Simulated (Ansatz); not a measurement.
Input file for Ansatz (a first-principles code):

Ansatz 0.2 input:
```yaml
crystal:
  lattice:
    - [0.0, 2.7406245367, 2.7406245367]
    - [2.7406245367, 0.0, 2.7406245367]
    - [2.7406245367, 2.7406245367, 0.0]
  atoms:
    - { symbol: Cd, position: [0.0, 0.0, 0.0] }
    - { symbol: F, position: [0.25, 0.25, 0.25] }
    - { symbol: F, position: [0.75, 0.75, 0.75] }
kpoints:
  mp_grid: { grid: [7, 7, 7] }
  band_path:
    path:
      - [[0.0, 0.0, 0.0], [0.5, 0.0, 0.5], [0.625, 0.25, 0.625]]  # Γ-X-U
      - [[0.375, 0.375, 0.75], [0.0, 0.0, 0.0], [0.5, 0.5, 0.5], [0.5, 0.25, 0.75], [0.5, 0.0, 0.5]]  # K-Γ-L-W-X
      - [VBM, CBM]
    npoints: 12
basis: { xc_grid: 2 }
hamiltonian:
  xc: pbe
  pseudopotentials: { kind: paw }
magnetization: { noncollinear: true, spin_orbit: true }
scf:
  n_extra_bands: 12
  convergence: { dr2_threshold: 0.0000000001 }
  occupations: { method: gaussian, width: 0.01 }
checkpoint: { write: soc.run }
output: { eigenvalues: true }
```

Output (shortened):

```
Pseudopotential: Cd, paw_fr, valence charge 20
Pseudopotential: F, paw_fr, valence charge 7
Functional definition: PBE
non-collinear run that drives no moment, with spin-orbit …
Crystal: 3 atoms, lattice volume = 41.170 Å³
Basis set: ecut = 420 eV, 821 PW (Γ), exchange–correlation on 54×54×54 points (8 copies of the dense FFT grid, shifted against one another)
Bands: 46, of which v1, the nominal top of the filled ones, is band 34 counted from 1 (33 counted from 0)
Symmetry: 48 space group operations + 48 with time reversal
k-points: 20 of 343
Projection manifold: j_resolved (fully-relativistic pseudo-atomic orbitals)
SCF iter   1: F=—  HF=-9880.277376 eV  |F-HF|=—  |Δ(HF+E_count)|=         —  Δρ=2.16e-1  dr2=1.67e1  dr2_m=0.00e0 (ungated)  ethr=3.10e-3  |M|=0.00e0 ∫|m|=0.00e0 μB  |m|>n=0.0e0 m-floor=0.0e0 τ_xc=0.0e0  β_m=0.30  ⟨swp⟩=7.8  Hψ=2321  notcnv=0  defer=24
preconditioner: auto → none
SCF iter   2: F=—  HF=-9875.099308 eV  |F-HF|=—  |Δ(HF+E_count)|=    5.18e0  Δρ=5.12e-2  dr2=8.95e-1  dr2_m=0.00e0 (ungated)  ethr=3.10e-3  |M|=0.00e0 ∫|m|=0.00e0 μB  |m|>n=0.0e0 m-floor=0.0e0 τ_xc=0.0e0  β_m=0.31  ⟨swp⟩=3.1  Hψ=1009  notcnv=0  defer=118
SCF iter   3: F=—  HF=-9874.857272 eV  |F-HF|=—  |Δ(HF+E_count)|=   2.42e-1  Δρ=2.42e-2  dr2=1.39e-1  dr2_m=0.00e0 (ungated)  ethr=2.63e-3  |M|=0.00e0 ∫|m|=0.00e0 μB  |m|>n=0.0e0 m-floor=0.0e0 τ_xc=0.0e0  β_m=0.41  ⟨swp⟩=2.0  Hψ=795  notcnv=0  defer=118
SCF iter   4: F=—  HF=-9874.848198 eV  |F-HF|=—  |Δ(HF+E_count)|=   9.07e-3  Δρ=1.03e-2  dr2=1.32e-2  dr2_m=0.00e0 (ungated)  ethr=4.08e-4  |M|=0.00e0 ∫|m|=0.00e0 μB  |m|>n=0.0e0 m-floor=0.0e0 τ_xc=0.0e0  β_m=0.57  ⟨swp⟩=2.1  Hψ=712  notcnv=0  defer=118
SCF iter   5: F=—  HF=-9874.854593 eV  |F-HF|=—  |Δ(HF+E_count)|=   6.40e-3  Δρ=7.11e-4  dr2=1.42e-4  dr2_m=0.00e0 (ungated)  ethr=3.88e-5  |M|=0.00e0 ∫|m|=0.00e0 μB  |m|>n=0.0e0 m-floor=0.0e0 τ_xc=0.0e0  β_m=0.77  ⟨swp⟩=2.0  Hψ=891  notcnv=0  defer=118
SCF iter   6: F=—  HF=-9874.854701 eV  |F-HF|=—  |Δ(HF+E_count)|=   1.08e-4  Δρ=1.21e-4  dr2=3.93e-6  dr2_m=0.00e0 (ungated)  ethr=4.18e-7  |M|=0.00e0 ∫|m|=0.00e0 μB  |m|>n=0.0e0 m-floor=0.0e0 τ_xc=0.0e0  β_m=0.78  ⟨swp⟩=2.0  Hψ=716  notcnv=0  defer=118
SCF iter   7: F=—  HF=-9874.854708 eV  |F-HF|=—  |Δ(HF+E_count)|=   6.95e-6  Δρ=1.68e-5  dr2=7.14e-8  dr2_m=0.00e0 (ungated)  ethr=1.16e-8  |M|=0.00e0 ∫|m|=0.00e0 μB  |m|>n=0.0e0 m-floor=0.0e0 τ_xc=0.0e0  β_m=0.89  ⟨swp⟩=2.0  Hψ=612  notcnv=0  defer=118
SCF iter   8: F=—  HF=-9874.854711 eV  |F-HF|=—  |Δ(HF+E_count)|=   3.27e-6  Δρ=1.45e-6  dr2=9.18e-10  dr2_m=0.00e0 (ungated)  ethr=2.10e-10  |M|=0.00e0 ∫|m|=0.00e0 μB  |m|>n=0.0e0 m-floor=0.0e0 τ_xc=0.0e0  β_m=0.93  ⟨swp⟩=2.2  Hψ=680  notcnv=0  defer=118
SCF iter   9: F=-9874.854711 eV  HF=-9874.854711 eV  |F-HF|=1.82e-12  |Δ(HF+E_count)|=  1.36e-10  Δρ=9.86e-8  dr2=2.55e-12  dr2_m=0.00e0 (ungated)  ethr=1.00e-12  |M|=0.00e0 ∫|m|=0.00e0 μB  |m|>n=0.0e0 m-floor=0.0e0 τ_xc=0.0e0  ⟨swp⟩=10.3  Hψ=1733  notcnv=0
SCF 1 converged in 9 iterations: F = -9874.854711 eV  dr2 = 2.55e-12
NSCF: frozen V_eff on 16 k-points
NSCF: frozen V_eff on 16 k-points
NSCF: frozen V_eff on 16 k-points
NSCF: frozen V_eff on 6 k-points
NSCF: frozen V_eff on 2 k-points
NSCF: frozen V_eff on 5 k-points
NSCF: frozen V_eff on 5 k-points
NSCF: frozen V_eff on 5 k-points
NSCF: frozen V_eff on 5 k-points
NSCF: frozen V_eff on 87 k-points
SCF converged after 9 iterations
Magnetization: |M| = 0.0000 μB,  M = (+0.0000, +0.0000, +0.0000) μB
Absolute magnetization: 0.0000 μB (∫|m|)
  site 0: m = (+0.0000, +0.0000, +0.0000) μB, |m| = 0.0000 μB  (R = 0.98 Å)
  site 1: m = (+0.0000, +0.0000, +0.0000) μB, |m| = 0.0000 μB  (R = 0.98 Å)
  site 2: m = (+0.0000, +0.0000, +0.0000) μB, |m| = 0.0000 μB  (R = 0.98 Å)
Free energy (F): -9874.854711 eV
Harris-Foulkes:  -9874.854711 eV  (|F-HF|=1.82e-12)
Internal energy: -9874.854711 eV  (E = F + TS)
E sigma→0 (E₀):  -9874.854711 eV
Fermi energy:    7.117179 eV
--- Per-component energies (eV) ---
  E_band       = -506.089919
  E_kinetic    = 917.176423
  E_local      = -4337.055731  (includes V_loc(G=0)·N_el)
  E_nonlocal   = 182.075304
  E_hartree    = 1916.328830
  E_xc         = -334.872286
  E_vxc        = -424.186149  (∫ρ·V_xc dr)
  E_paw        = -4489.197216  (= ΣΔE_a)
  E_vpaw       = -676.761377  (= ΣTr[D̂ρ^β])
  E_aug_tail   = 0.004080  (compensation charges beyond the density's cutoff)
  E_ewald      = -3729.314115
  E_smearing   =  0.000000  (= −TS)
  E_closure    = 0.000000  (closes the sum)
  Σ components = -9874.854711   (vs F -9874.854711, Δ=0.00e0)
  [band-id]    e_kinetic+e_local+e_nonlocal+2·e_hartree+e_vxc+e_vpaw+e_augmentation_tail = -506.089789   (vs E_band -506.089919, Δ=1.29e-4)
--- Band table (eV; the first three rows and the last of 20) ---
  k-point 0: bands = ["-92.7871", "-92.7871", "-57.9283", "-57.9283", "-52.1231", "-52.1231", "-52.1231", "-52.1231", "-14.8425", "-14.8425", "-13.8789", "-13.8789", "0.0445", "0.0445", "0.0445", "0.0445", "0.3944", "0.3944", "1.2681", "1.2681", "1.2681", …
  k-point 1: bands = ["-92.7871", "-92.7871", "-57.9284", "-57.9284", "-52.1234", "-52.1234", "-52.1232", "-52.1232", "-14.7862", "-14.7862", "-13.9280", "-13.9280", "0.0903", "0.0903", "0.1818", "0.1818", "0.5091", "0.5091", "1.2484", "1.2484", "1.2749", …
  k-point 2: bands = ["-92.7871", "-92.7871", "-57.9286", "-57.9286", "-52.1241", "-52.1241", "-52.1234", "-52.1234", "-14.6373", "-14.6373", "-14.0583", "-14.0583", "0.1782", "0.1782", "0.4649", "0.4649", "0.7799", "0.7799", "1.2966", "1.2966", "1.3298", …
  k-point 19: bands = ["-92.7870", "-92.7870", "-57.9289", "-57.9289", "-52.1246", "-52.1246", "-52.1241", "-52.1241", "-14.3327", "-14.3327", "-14.3084", "-14.3084", "0.4872", "0.4872", "0.7659", "0.7659", "1.0504", "1.0504", "1.3311", "1.3311", "1.4327", …
```

Cost: about 29 core-seconds (a rough figure) on shared cores.

Space group Fm-3m (fluorite). The PBE relaxation kept the symmetry of its start.

Potentials: the later of the program's two PAW sets.

Ansatz is a plane-wave DFT program.
